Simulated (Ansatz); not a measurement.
Notes on SrIn$_{2}$SnSe$_{4}$

```
Sn Sr In Se
1.0
    -3.64918    3.64918    4.33912
     3.64918   -3.64918    4.33912
     3.64918    3.64918   -4.33912
Sn Sr In Se
1 1 2 4
Direct
  0.00000 0.00000 0.00000
  0.50000 0.50000 0.00000
  0.25000 0.75000 0.50000
  0.75000 0.25000 0.50000
  0.03526 0.03526 0.41320
  0.96474 0.37794 0.00000
  0.62206 0.62206 0.58680
  0.37794 0.96474 0.00000
```

Level: PBE, no spin polarisation; 420 eV; 7×7×7 Γ-centred mesh; fermi-dirac occupations (width 0.013 eV); Ansatz 0.2.0, fixed geometry.

Problem. Give the Bader charges.

Solution. Bader charges in e: Sr +1.53, In +0.59, Sn +0.98, Se -0.92. In the mean Sr gives up most and Se takes most.

Problem. Is the cell too large or too small?

Solution. The pressure is 5.9 GPa (compression positive), so with the atoms held at these fractions the cell would first expand; the forces are large, so a full relaxation may end otherwise. The principal stresses 1.9, 7.9, 7.9 GPa differ, so its shape would change too.

Problem. Metal or insulator?

Solution. It is a metal, with about 5.3 states/eV a cell as the mean within 0.25 eV of the Fermi level, mostly Se p (41 %), In p (18 %) and Sn s (16 %).

Problem. Describe some of the short contacts.

Solution. Sn–Se at 2.60 Å: least valence density 0.44 e/Å³ and ELF 0.46 there. In–Se at 2.71 Å: least valence density 0.34 e/Å³ and ELF 0.32 there. Sr–Se at 3.37 Å: least valence density 0.09 e/Å³ and ELF 0.08 there. These are pseudo-fields; inside the PAW spheres they differ from the all-electron ones.

Problem. Is it stable against the elements?

Solution. -0.51 eV an atom against the elements' usual phases (free molecules for gases, crystals otherwise, with no correction for O₂ or N₂), so it is bound against them; other compounds may still compete. Relaxing would lower it.

Origin: a known structure type with other elements, at an estimated volume, so it need not be a known compound. Caveats: many states at the Fermi level without spin polarisation, so a magnetic state may lie lower.
